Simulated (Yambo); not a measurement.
GaAl3N4 (space group P-43m, No. 215), G0W0@LDA in Yambo; all else as in the reference (4×4×4 Γ-centred k mesh, 161 bands and a 8 Ry block in the screening, 161 bands in G with the Bruneval-Gonze terminator, plasmon pole fitted at 27.2 eV). One parameter is varied: the cutoff of the exchange sum, over 5, 10, 20, 40, 84 Ry.

Question: From which value on does the gap Γ → Γ stay within 0.05 eV of the largest setting?

Answer: From 40 Ry on.
| cutoff of the exchange sum (Ry) | G0W0 gap (eV) | valence shift (eV) |
|---|---|---|
| 5 | 3.56 | 0.91 |
| 10 | 4.31 | -0.11 |
| 20 | 4.62 | -0.50 |
| 40 | 4.69 | -0.63 |
| 84 | 4.70 | -0.66 |
The last step of the sweep still moves the gap by 7 meV; the other settings are held fixed.

The standard potential for Ga keeps a d shell in the valence without the s and p states of that shell. In tests on such compounds this moved G0W0 gaps by up to about 0.9 eV, so absolute quasiparticle energies here are unreliable; differences between settings are what counts.

Spin-orbit coupling is not included.

Geometry of the Materials Project entry, not relaxed at this level; primitive cell a = 4.401 Å, b = 4.401 Å, c = 4.401 Å, α = 90.00°, β = 90.00°, γ = 90.00°.

The structure is a Materials Project entry; no match was found in the copy of COD used, and its stability was not checked.

A shift is the quasiparticle energy of the state minus its LDA energy.
